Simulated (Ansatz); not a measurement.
Relaxed-ion elastic tensor of BN in space group Fmm2 (No. 42; B on 4a, N on 4a) in GPa (Voigt order), LDA in the plane-wave PAW code Ansatz; density 2.34 g/cm³, 8.79 Å³ per atom.

|  | 1 | 2 | 3 | 4 | 5 | 6 |
|---|---|---|---|---|---|---|
| 1 | 911 | 4.8 | 218 | 0.0 | 0.0 | 0.0 |
| 2 | 4.8 | 27.7 | -5.2 | 0.0 | 0.0 | 0.0 |
| 3 | 218 | -5.2 | 917 | 0.0 | 0.0 | 0.0 |
| 4 | 0.0 | 0.0 | 0.0 | -3.6 | 0.0 | 0.0 |
| 5 | 0.0 | 0.0 | 0.0 | 0.0 | 348 | 0.0 |
| 6 | 0.0 | 0.0 | 0.0 | 0.0 | 0.0 | 10.8 |

Q: Is the crystal mechanically stable?

A: No: the smallest eigenvalue of C is -3.6 GPa.

The workflow started from a Materials Project entry (that database holds measured and hypothetical structures alike); the Crystallography Open Database copy checked does not list it. It is not the phase usual at ambient conditions (space group No. 186, 194, 216). The cell was relaxed with LDA under the symmetry of its start. At this level the phase is mechanically unstable. A crystal of weakly bound layers computed without a dispersion correction: the cell and the soft elastic constants depend strongly on that.

Potentials: the earlier of the program's two PAW sets.
